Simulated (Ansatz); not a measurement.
Data:

Starting cell, Al2Au (fluorite type, space group Fm-3m):

```
Al2Au
1.0
    0.00000     6.05991     6.05991
    3.02996     3.02996     6.05991
    3.02996     3.02996     0.00000
Al Au
4 2
Direct
  0.00000   0.25000   0.25000
  0.50000   0.25000   0.25000
  0.00000   0.75000   0.75000
  0.50000   0.75000   0.75000
  0.00000   0.00000   0.00000
  0.50000   0.00000   0.00000
```

A phonon eigenvector at X = (0.5, 0.5, 0.0) is frozen into this cell: atom i moves by Q times the vector below, so Q is the largest atomic displacement, in Å. The cell is held. It is one choice among 2 degenerate patterns. (q is in reciprocal vectors of the primitive cell; the cell shown is doubled to hold the pattern.)

```csv
atom,x,y,z
Al1,0.000,1.000,0.000
Al2,0.000,-1.000,0.000
Al3,0.000,1.000,0.000
Al4,0.000,-1.000,0.000
Au5,-0.132,0.000,0.000
Au6,0.132,0.000,0.000
```

All values below come from PBE (plane waves to 420 eV, PAW, scalar-relativistic; Ansatz, an electronic-structure program). k mesh 13×13×13 (Γ-centred), Fermi-Dirac smearing 0.05 eV. E stands for the smeared free energy. With partly filled bands, energies and forces of such displacements shift with the k mesh and the smearing. Al2Au was relaxed with its symmetry unable to fall. Spin-orbit coupling is left out, though Au is heavy. The zero of ΔE is the undisplaced structure.

The scan covers Q from -0.100 to 0.100 Å in 13 points.

### Question
Is this a single well or a double well?

### Answer
A single well with its minimum at or next to zero displacement.

### Question
Which space group does the distorted structure have?

### Answer
Cmcm (No. 63), lowered from Fm-3m.

### Question
What is the energy change at Q = 0.100 Å?

### Answer
179 meV/cell.

### Question
What harmonic wavenumber does the curvature at Q = 0 give?

### Answer
288 cm⁻¹.

(For displaced atoms, the force is minus the slope of the energy, and its curvature is a force constant, which sets phonon frequencies.)
